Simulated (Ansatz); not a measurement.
TiSi2 (C54 type, space group Fddd)

```xyz
6
Lattice="0.0000 4.1323 4.2827 2.4031 0.0000 4.2827 2.4031 4.1323 0.0000" Properties=species:S:1:pos:R:3 pbc="T T T"
Si     2.4031     5.4796     4.2827
Si     2.4031     2.7851     4.2827
Si     3.6047     4.8512     6.4240
Si     3.6047     7.5458     6.4240
Ti     0.0000     0.0000     0.0000
Ti     1.2016     2.0662     2.1413
```

The slice is a (110) plane (indices of the conventional cell) through the point (0.000, 0.000, 0.000) (fractional), spanned by u = [1 -1 0] and v = [1 1 -1] in vectors of this cell: u (4.78 Å) and v (8.57 Å, at 90° to u). It covers one period; positions are fractions (u, v).

Method: PBE (plane waves to 420 eV, PAW, scalar-relativistic; Ansatz, a program for electronic structure). k mesh 13×13×13. These are valence fields of a PAW run, semicore shells included where kept as valence: close to a nucleus they are smooth pseudo fields. TiSi2 is run without spin polarisation. TiSi2 was relaxed with its symmetry unable to fall.

Three fields on this plane, each scaled to ten steps between its own extremes (0 low, 9 high; the total valence density on a logarithmic scale, the potential cut 8 eV below its top; x marks points blanked near nuclei; v = 0 in the bottom row):

Map A
```
|xxxx334666433xxx|
|xxx62345654326xx|
|xx6212355532126x|
|5532126xxx621235|
|654326xxxxx62345|
|66433xxxxxxx3346|
|55434xxxxxxx4345|
|33323xxxxxxx3233|
|112237xxxxx73221|
|0023457xxx754320|
|0146777656777641|
|346xxx86668xxx64|
|56xxxxx767xxxxx6|
|67xxxxx757xxxxx7|
|56xxxxx535xxxxx6|
|347xxx62126xxx74|
|0258985101589852|
|0158985202589851|
|126xxx74347xxx62|
|35xxxxx656xxxxx5|
|57xxxxx767xxxxx7|
|67xxxxx656xxxxx7|
|668xxx64346xxx86|
|5677764101467776|
|xx7543200023457x|
|xxx73221112237xx|
|xxxx323333323xxx|
|xxxx434555434xxx|
```

Map B
```
|xxxx046777640xxx|
|xxx01455555410xx|
|xx0023211123200x|
|1123200xxx002321|
|555410xxxxx01455|
|77640xxxxxxx0467|
|66530xxxxxxx0356|
|33320xxxxxxx0233|
|012210xxxxx01221|
|0024520xxx025420|
|0147885212588741|
|246xxx96569xxx64|
|56xxxxx878xxxxx6|
|67xxxxx767xxxxx7|
|56xxxxx434xxxxx6|
|247xxx52025xxx74|
|0259985101589952|
|0158995202599851|
|025xxx74247xxx52|
|34xxxxx656xxxxx4|
|67xxxxx767xxxxx7|
|78xxxxx656xxxxx8|
|569xxx64246xxx96|
|1258874101478852|
|xx0254200024520x|
|xxx01221012210xx|
|xxxx023333320xxx|
|xxxx035666530xxx|
```

Map C
```
|xxxx599878995xxx|
|xxx07998789970xx|
|xx1699754579961x|
|4579961xxx169975|
|789970xxxxx07998|
|78995xxxxxxx5998|
|77983xxxxxxx3897|
|78984xxxxxxx4898|
|899960xxxxx06999|
|9999740xxx047999|
|9975344444443579|
|861xxx26762xxx16|
|63xxxxx575xxxxx3|
|51xxxxx373xxxxx1|
|63xxxxx474xxxxx3|
|861xxx27872xxx16|
|9863236999632368|
|9963236898632369|
|872xxx16861xxx27|
|74xxxxx363xxxxx4|
|73xxxxx151xxxxx3|
|75xxxxx363xxxxx5|
|762xxx16861xxx26|
|4444357999753444|
|xx0479999999740x|
|xxx06999899960xx|
|xxxx489878984xxx|
|xxxx389777983xxx|
```

Problem. Assign the maps to these fields: electron localisation function (ELF); valence electron density; electrostatic potential energy of an electron, from the cell's mean.

Solution. A is the valence electron density; B is the electron localisation function (ELF); C is the electrostatic potential energy of an electron, from the cell's mean.
